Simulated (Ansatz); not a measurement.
AlN (wurtzite)

```yaml
crystal:
  lattice:
    - [3.13030, 0.00000, 0.00000]
    - [-1.56515, 2.71092, 0.00000]
    - [0.00000, 0.00000, 5.01801]
  atoms:
    - { symbol: Al, position: [0.66667, 0.33333, 0.00337] }
    - { symbol: Al, position: [0.33333, 0.66667, 0.50337] }
    - { symbol: N, position: [0.66667, 0.33333, 0.62183] }
    - { symbol: N, position: [0.33333, 0.66667, 0.12183] }
```

Scan: atom 4 (N, nearest neighbour Al at 1.903 Å; its periodic images, 3.1 Å or more away, move with it) is displaced along Cartesian [110], direction (0.707, 0.707, 0.000) in Cartesian axes, by s. The other atoms stay.

Computed with PBE (plane waves to 420 eV, PAW, scalar-relativistic; Ansatz, a program for electronic structure). k mesh 10×10×6 (Γ-centred), Fermi-Dirac smearing 0.05 eV. E stands for the smeared free energy. Left out: 1 of 11 points, with atoms too close for the PAW data. AlN was relaxed with its symmetry unable to fall. ΔE is measured from the undisplaced structure.

| s (Å) | ΔE (meV/cell) |
|---|---|
| -0.456 | 2497 |
| -0.342 | 1220 |
| -0.228 | 478 |
| -0.114 | 107 |
| 0.000 | 0 |
| 0.114 | 89 |
| 0.228 | 334 |
| 0.342 | 709 |
| 0.456 | withheld |
| 0.570 | 1785 |

**Question.** Fit a polynomial form (powers 2, 3, 4) to the given rows and predict ΔE at s = 0.456.

**Answer.** Least squares on the 9 given rows: ΔE = (7609)·s² + (-6925)·s³ + (5678)·s⁴, in meV/cell with s in Å; root-mean-square residual 12.4 meV/cell. At 0.456 the fit gives 1171 meV/cell; the calculation gives 1198 meV/cell, so the interpolation is off by -27 (-2.3 %). The quadratic term alone would give 1582 meV/cell.

(For displaced atoms, the force is minus the slope of the energy, and its curvature is a force constant, which sets phonon frequencies.)
